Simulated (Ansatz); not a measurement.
Pb (simple cubic): energy against volume

Method: DFT, LDA (PW92), plane waves (420 eV) with PAW, scalar-relativistic (Ansatz 0.2.0). (PAW data from PBE, frozen cores regenerated.)

The cell is scaled uniformly from the relaxed one, with fractional coordinates and shape fixed. Energies are extrapolated to zero smearing, pressures are those at the given smearing. Magnetic state: spin not included.

A Birch-Murnaghan fit gives V₀ = 31.19 Å³/atom, B₀ = 47 GPa, B₀′ = 4.9.

**Question.** What are the energy above the minimum and the pressure at 27.380 Å³/atom?

**Answer.** 89.3 meV/atom and 8.61 GPa as computed.

**Question.** What are the energy above the minimum and the pressure at 28.625 Å³/atom?

**Answer.** 37.1 meV/atom and 5.11 GPa as computed.

**Question.** What are the energy above the minimum and the pressure at 32.359 Å³/atom?

**Answer.** 6.0 meV/atom and -1.52 GPa as computed.
